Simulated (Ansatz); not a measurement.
NaI (rock salt, Fm-3m), PBE (plane waves, PAW; program Ansatz). The conduction-band minimum lies at Γ, with 1 equivalent valley. Second derivatives d²E/dk² of the lowest band at one valley (eV·Å²), along Cartesian directions:

```tsv
direction	d²E/dk²
[100]	28.03
[010]	28.03
[001]	28.03
[110]	28.02
[101]	28.02
[011]	28.02
```

**Question.** Find the principal effective masses, the density-of-states mass and the conductivity mass.

**Answer.** Off-diagonal terms follow from H_xy = H[110] − (H_xx + H_yy)/2, and m*/mₑ = 7.620 eV·Å² over each eigenvalue: 0.27, 0.27, 0.27. One valley's DOS mass (m₁m₂m₃)^(1/3) = 0.27, conductivity mass 3/(Σ 1/mᵢ) = 0.27 mₑ.

**Question.** What effective density of states Nc follows at 300 K for parabolic valleys?

**Answer.** Nc = 2.509e19 × 1 × (0.27)^(3/2) ≈ 3.5e18 cm⁻³.

The cell was relaxed with PBE under the symmetry of its start. Spin–orbit coupling is left out wherever it is not named.

Potentials: the later of the program's two PAW sets.

Edges and masses are those of Kohn–Sham bands, whose gap is no quasiparticle gap.
